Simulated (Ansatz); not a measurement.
A geometry of Fe away from equilibrium: step 10 of the relaxation of a generated trial cell of Fe in the AFLOW prototype A_oC8_64_f (A14, as in I). The numbers are results of PBE (plane waves to 420 eV, PAW, scalar-relativistic; Ansatz, a first-principles code), not measurements. Γ-centred k-mesh 12×12×5 on the run's cell (coarser than for final values), Fermi–Dirac smearing 0.05 eV.

```xyz
4
Lattice="2.0093 -1.4413 0.0000 2.0093 1.4413 0.0000 0.0000 0.0000 7.7495" Properties=species:S:1:pos:R:3:forces:R:3 pbc="T T T" free_energy=-17921.932 pressure_GPa=2.7
Fe     2.0093    -0.7206     0.9687    0.0000   -0.0001    0.0000
Fe     2.0093     0.7206     6.7808    0.0000    0.0001    0.0000
Fe     2.0093     0.7206     2.9061    0.0000   -0.0001    0.0000
Fe     2.0093    -0.7206     4.8435    0.0000    0.0001    0.0000
```

Positions in Å, forces in eV/Å, free energy of the cell in eV (comparable only within this code, potentials and settings). Largest force: all forces are below 0.005 eV/Å; the geometry lies 0.01 eV/atom above the end of its relaxation.

Spin-polarised start, with parallel moments on Fe.

Spin state reached: ferromagnetic (net 2.17 μB/atom), from parallel starting moments; other spin orders were not run from this start.

The run could not lose the symmetry of its start; a randomly shaken copy of 2 atoms returns to this structure.
